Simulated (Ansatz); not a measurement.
# A change and its effect: MgO (Fm-3m)

```
CELL_PARAMETERS angstrom
0.00000 2.07959 2.07959
2.07959 0.00000 2.07959
2.07959 2.07959 0.00000
ATOMIC_POSITIONS crystal
Mg 0.00000 0.00000 0.00000
O 0.50000 0.50000 0.50000
```

Level of theory, where no other is named: LDA, PAW on Ansatz 0.2.0's default frozen-core files (fitted under PBE), scalar-relativistic. k mesh 10×10×10, fine mesh 16×16×16, fixed occupations, cutoff 420 eV. The cell was relaxed by PAW under this functional, which moved its volume by -4 % from the database entry's.

With these settings the run gives a gap of 5.035 eV on the fine mesh, ε∞,xx = 3.29 without local fields.

**Question.** The run is repeated in the same cell with hamiltonian.xc from lda to r2scan. What moves, and by how much?

**Answer.** gap: +0.987 eV; ε∞,xx: -10.61 %. The cutoff follows the change, from 420 to 500 eV. The cell isn't relaxed anew, and its pressure at the new settings is 5.8 GPa; in its own relaxed cell the change can differ in size and sign.

Limits of these numbers: frozen-core PAW files fitted under PBE, their cores solved anew for the functional of the run; semilocal gaps are low, and what follows the gap (onsets, screening, light masses) shifts with it.
